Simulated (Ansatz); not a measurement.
# What DFT gives for Ca₂CdAs

```
As Cd Ca
1.0
     2.10133    3.63962    0.00000
    -2.10133    3.63962    0.00000
    -2.10133    1.21320    7.10162
As Cd Ca
1 1 2
Direct
  0.50000 0.00000 0.50000
  0.00000 0.00000 0.00000
  0.23130 0.53740 0.69390
  0.76870 0.46260 0.30610
```

Single point in Ansatz 0.2.0 with PBE, no spin polarisation. Cutoff 420 eV, PAW datasets, 7×7×7 Γ-centred k mesh, cold filling (width 0.0142 eV).

**Forces.** The largest is on Ca3 (and as large on other atoms): 0.66 eV/Å, components (0.00, 0.00, 0.66). It makes 120° with the line to a nearest neighbour, As1 at 2.79 Å.
**Contacts.** As–Ca at 2.79 Å: least valence density 0.22 e/Å³ and ELF 0.16 there. Cd–Ca at 3.26 Å: least valence density 0.08 e/Å³ and ELF 0.07 there. These are pseudo-fields; inside the PAW spheres they differ from the all-electron ones.
**Formation energy.** -0.62 eV an atom against the elements' usual phases (free molecules for gases, crystals otherwise, with no correction for O₂ or N₂), so it is bound against them; other compounds may still compete. Relaxing would lower it.
**Stress.** The pressure is 5.9 GPa (compression positive), so with the atoms held at these fractions the cell would first expand. The principal stresses 5.2, 6.3, 6.3 GPa differ, so its shape would change too.
**Charges.** Bader charges in e: Ca +1.29, Cd -0.72, As -1.86. In the mean Ca gives up most and As takes most.
**Electronic structure.** It is a metal, with about 1.9 states/eV a cell as the mean within 0.25 eV of the Fermi level.

Origin: a known structure type with other elements, at an estimated volume, so it need not be a known compound.
